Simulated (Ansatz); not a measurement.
# Zone-centre phonons of TaN at 2 GPa: input and output

All numbers below come from DFT LDA, scalar-relativistic, plane waves, PAW in Ansatz.

Launched with:
```bash
ansatz run input.yaml --threads 1 --pin off --max-ram 3072MiB --backend cpu --events-out ev --progress --plain --runs-dir out
```

Input (bare energies are in eV):
```yaml
crystal:
  lattice:
    - [0.0, 2.1708986267, 2.1708986267]
    - [2.1708986267, 0.0, 2.1708986267]
    - [2.1708986267, 2.1708986267, 0.0]
  atoms:
    - { symbol: Ta, position: [0.5, 0.5, 0.5] }
    - { symbol: "N", position: [0.0, 0.0, 0.0] }
basis:
  ecutwfc: 420
kpoints:
  mp_grid: { grid: [16, 16, 16] }
hamiltonian:
  xc: lda
scf:
  occupations: { method: fermi_dirac, width: 0.15 }
output:
  eigenvalues: true
phonons:
  method: dfpt
  eigenvectors: true
```

Results section of the output:
```
--- Phonons (Γ-DFPT): 2 representative perturbations + reference, on 349 of 4096 k-points (Σ response iterations 6) ---
  k mesh reduced under 8 symmetry operations, with k and −k counted as one. Each operation leaves every solved perturbation unchanged. A smaller set is not used because it would not reduce the number of displacements ...
  ASR residual: 9.261e-4 → 0.000e0 eV/Å²; symmetrization residual: 1.342e-6 eV/Å²
  ASR residual per site (eV/Å²): 9.26e-4 2.21e-4
  Γ frequencies (cm⁻¹): 0.00 0.00 0.00 430.11 430.11 430.11
  non-analytic LO–TO correction: not included (Born effective charges unavailable; polar crystals: no LO–TO splitting at Γ)
```

It took 17 s on 1 thread of Intel(R) Xeon(R) 6975P-C (Granite Rapids), on a shared host, peak memory 0.64 GiB.

In a metal, frequencies and elastic constants depend on the k mesh and the smearing, soft modes and shear constants most. Spin–orbit coupling is left out, which can shift energies with elements as heavy as these.

This rock-salt form isn't the usual stable structure of the compound at low pressure.